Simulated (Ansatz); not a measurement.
Relaxed-ion elastic tensor of ZrN (NiAs type, P6_3/mmc) in GPa (Voigt order), plane-wave PAW PBEsol (Ansatz code); density 7.41 g/cm³, 11.78 Å³ per atom.

```
505  149  132  0.0  0.0  0.0
149  505  132  0.0  0.0  0.0
132  132  546  0.0  0.0  0.0
0.0  0.0  0.0  128  0.0  0.0
0.0  0.0  0.0  0.0  128  0.0
0.0  0.0  0.0  0.0  0.0  178
```

Question: Is the crystal mechanically stable?

Answer: Yes: the smallest eigenvalue of C is 128 GPa.

Question: Work out the Voigt, Reuss and Hill averages.

Answer: K_V = 264, K_R = 264, K_H = 264; G_V = 163, G_R = 157, G_H = 160 GPa.

Question: Give Young's modulus, Poisson's ratio, Pugh's ratio and the universal anisotropy index.

Answer: E = 9KG/(3K + G) = 399 GPa; ν = 0.25; K/G = 1.65 (near the Pugh limit of 1.75, no verdict); A_U = 5G_V/G_R + K_V/K_R − 6 = 0.18.

Question: Estimate the sound speeds and the Debye temperature.

Answer: v_l = √((K + 4G/3)/ρ) = 8030 m/s, v_t = √(G/ρ) = 4650 m/s, mean 5160 m/s; Θ = (h/k)(3n/4πV)^(1/3) v_m = 675 K.

Question: How much does each axis shrink under pressure?

Answer: Linear compressibilities β_i = Σ_j S_ij (j = 1 to 3): x 1.3, y 1.3, z 1.2 per TPa.

The first step of the workflow began from a Materials Project structure, measured or hypothetical; the Crystallography Open Database copy checked does not list it. It is not the phase usual at ambient conditions (space group No. 225). Symmetry was held in the PBEsol relaxation; whether a distortion lowers the energy is not shown. No spin polarisation was allowed. As this level gives no gap, shear constants depend on the k-mesh and smearing (Fermi–Dirac, 0.1 eV here).

Potentials: the later of the program's two PAW sets.
